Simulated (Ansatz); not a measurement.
BiTe:
```
CELL_PARAMETERS angstrom
      4.42838     0.00000     0.00000
     -2.21419     3.83509     0.00000
      0.00000     0.00000    24.94890
ATOMIC_POSITIONS crystal
  Bi 0.00000 0.00000 0.12810
  Bi 0.00000 0.00000 0.87190
  Bi 0.33333 0.66667 0.29042
  Bi 0.66667 0.33333 0.70958
  Bi 0.66667 0.33333 0.46692
  Bi 0.33333 0.66667 0.53308
  Te 0.33333 0.66667 0.06037
  Te 0.66667 0.33333 0.93963
  Te 0.66667 0.33333 0.20972
  Te 0.33333 0.66667 0.79028
  Te 0.00000 0.00000 0.35896
  Te 0.00000 0.00000 0.64104
```

Relaxed with r²SCAN+D4. Special points in fractions of this cell's reciprocal vectors: Γ (0.000, 0.000, 0.000); M (0.500, 0.000, 0.000); K (0.333, 0.333, 0.000); A (0.000, 0.000, 0.500); L (0.500, 0.000, 0.500); H (0.333, 0.333, 0.500).

Question: List the band energies nearest the Fermi level at these points for the program Ansatz at the r²SCAN+D4 level (PAW).

Answer: In eV from the Fermi level; about four levels below and three above (degenerate sets whole), none deeper than 8.9 eV; points with the same levels are listed once.

```
k                    below           above
-  -----------------------  --------------
Γ  -0.80 -0.56 -0.56 -0.09  0.10 0.45 0.45
M  -1.72 -1.59 -1.56 -1.04  0.63 0.70 1.13
K  -1.58 -1.52 -1.45 -1.45  1.24 1.24 1.34
A  -0.80 -0.55 -0.55 -0.02  0.02 0.39 0.39
L  -1.87 -1.61 -1.49 -0.86  0.33 0.78 0.98
H  -1.92 -1.24 -1.23 -1.23  0.97 0.97 1.06
```

Space group P-3m1. The workflow started from an entry of the Crystallography Open Database (COD), which files this formula under 2 space groups. Whether it is the stable phase at ambient conditions was not checked. The r²SCAN+D4 relaxation kept the symmetry of its start; whether a distortion lowers the energy is not shown. A small band overlap can be real or an error of a semilocal functional. The Fermi level of a semimetal is unsure by some 0.05 eV on such meshes. Scalar-relativistic: spin–orbit coupling is off unless named, which matters more the heavier the elements.

Potentials: the later of the program's two PAW sets.
